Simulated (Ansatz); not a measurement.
Data:

AlB₂Ru₂:
```cif
data_AlB2Ru2
_chemical_formula_sum 'Al1 Ru2 B2'
_space_group_name_H-M_alt 'P 1'
_space_group_IT_number 1
_cell_length_a 6.52970
_cell_length_b 6.52970
_cell_length_c 2.79653
_cell_angle_alpha 90.000
_cell_angle_beta 90.000
_cell_angle_gamma 154.076
loop_
_space_group_symop_operation_xyz
  'x, y, z'
loop_
_atom_site_label
_atom_site_type_symbol
_atom_site_fract_x
_atom_site_fract_y
_atom_site_fract_z
_atom_site_occupancy
Al1 Al 0.00000 0.00000 0.00000 1
Ru1 Ru 0.35805 0.64195 0.50000 1
Ru2 Ru 0.64195 0.35805 0.50000 1
B1 B 0.20991 0.79009 0.00000 1
B2 B 0.79009 0.20991 0.00000 1
```

This is the PBEsol-relaxed structure.

All from the program Ansatz at the PBEsol level (PAW), unless another level is named. Predict the electronic character.

metallic (no gap).

Next, the formation energy from the elements (no fitted shifts)?

-0.38 eV/atom.

And the density of states at the Fermi level?

0.34 states/eV per atom (mean over ±0.08 eV).

Space group Cmmm. The start of the workflow was typed in or built on a structure type; neither database checked (COD, Materials Project) lists it. Whether it is the stable phase at ambient conditions was not checked. Symmetry was held in the PBEsol relaxation; whether a distortion lowers the energy is not shown. No spin polarisation was allowed. The volume moved by 16 % from the start of the relaxation. The references are the lowest solids computed at this level, not always the standard phases. Scalar-relativistic: spin–orbit coupling is off unless named, which matters more the heavier the elements.

Potentials: the later of the program's two PAW sets.
